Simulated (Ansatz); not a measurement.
The relaxed structure here is a generated cell of SnO: the first start was made by placing the elements on the sites of a structure type, and the end was not matched to a known phase here, so it may be hypothetical. Known forms of SnO include space group No. 129.

One stationary structure of SnO. Level of theory: PBE (plane waves to 420 eV, PAW, scalar-relativistic; Ansatz, an electronic-structure program).

```xyz
4
Lattice="3.2632 0.0000 0.0000 0.0000 3.2632 0.0000 0.0000 0.0000 6.3413" Properties=species:S:1:pos:R:3 pbc="T T T"
Sn     0.0000     1.6316     0.0000
Sn     1.6316     0.0000     3.1706
O      0.0000     0.0000     1.5853
O      0.0000     0.0000     4.7559
```

Q: Find the space group and the Wyckoff positions (tolerance 0.01 Å).

A: Space group P4₂/mmc (No. 131); a = b = 3.2632 Å, c = 6.3413 Å, α = β = γ = 90.00°

```
atom  site  symmetry       x       y       z
----  ----  --------  ------  ------  ------
Sn      2c      mmm.  0.0000  0.5000  0.0000
O       2e      -4m2  0.0000  0.0000  0.2500
```

Q: Give the shortest distances between elements (the closest pairs, up to four, under 3.6 Å).

A: O–Sn 2.27 Å; O–O 3.17 Å; Sn–Sn 3.26 Å.

```json
{
  "volume_per_atom": "16.88 Å³",
  "band_gap": "zero (metallic)"
}
```

No spin polarisation in the result.

The run could not lose the symmetry of its start: the end is stationary, and may be a saddle point rather than a minimum.

All atoms sit on sites fixed by symmetry, so only the cell could relax.
